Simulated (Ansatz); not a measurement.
**SnSe2 (CdI2 type), scan of one atom of the cell**

SnSe₂ (CdI2 type)

```
CELL_PARAMETERS angstrom
      7.68056     0.00000     0.00000
     -1.92014     3.32578     0.00000
      0.00000     0.00000     6.00569
ATOMIC_POSITIONS crystal
  Sn 0.00000 0.00000 0.00000
  Sn 0.50000 0.00000 0.00000
  Se 0.16667 0.66667 0.26533
  Se 0.66667 0.66667 0.26533
  Se 0.33333 0.33333 0.73467
  Se 0.83333 0.33333 0.73467
```

Scan: atom 1 (Sn, nearest neighbour Se at 2.730 Å; its periodic images, 3.8 Å or more away, move with it) is displaced towards the nearest neighbour, direction (-0.703, 0.406, -0.584) in Cartesian axes, by s. The other atoms stay.

Level of theory: PBE-D3(BJ) (plane waves to 420 eV, PAW, scalar-relativistic; Ansatz, a quantum-chemistry and plane-wave program). k mesh 4×8×5 (Γ-centred), Fermi-Dirac smearing 0.05 eV. The energy includes the smearing's −TS. Compression counts positive. Left out: 2 of 11 points, with atoms too close for the PAW data. As the smearing reaches across the gap at some points, energies and forces of such displacements shift with the k mesh and the smearing. F∥ is the force on the atom along that direction. F⊥ is the part of the force across the line. SnSe2 was relaxed with its symmetry unable to fall. ΔE is measured from the undisplaced structure.

| s (Å) | ΔE (meV/cell) | P (GPa) | F∥ (eV/Å) | |F⊥| (eV/Å) |
|---|---|---|---|---|
| -0.656 | 2921 | 7.5 | 12.790 | 1.616 |
| -0.492 | 1352 | 3.6 | 6.915 | 1.350 |
| -0.328 | 518 | 1.4 | 3.552 | 0.976 |
| -0.164 | 117 | 0.3 | 1.481 | 0.501 |
| 0.000 | 0 | 0.0 | 0.000 | 0.000 |
| 0.164 | 117 | 0.3 | -1.481 | 0.501 |
| 0.328 | 518 | 1.4 | -3.552 | 0.976 |
| 0.492 | 1352 | 3.6 | -6.915 | 1.350 |
| 0.656 | 2921 | 7.5 | -12.790 | 1.616 |

What the scan shows:

| Property | Result |
|---|---|
| Energy at s = 0.656 Å | 2921 meV/cell |
| Force along the line at s = -0.656 Å | 12.8 eV/Å |
| Symmetry of the curve | even: the same for both signs |
| Shape of the curve | a single well with its minimum at or next to zero displacement |
| Force constant k = d²E/ds² at s = 0 (finite differences) | 8.43 eV/Å² |
| Harmonic estimate at the end of the scan | ½ks² = 1813 meV/cell against the computed 2921 meV/cell, so the well is stiffer than harmonic there |

The 11 points together took very roughly 7 core-minutes.

(A displaced cell: forces are minus the slopes of the energy, force constants its curvatures, and phonons follow from these.)
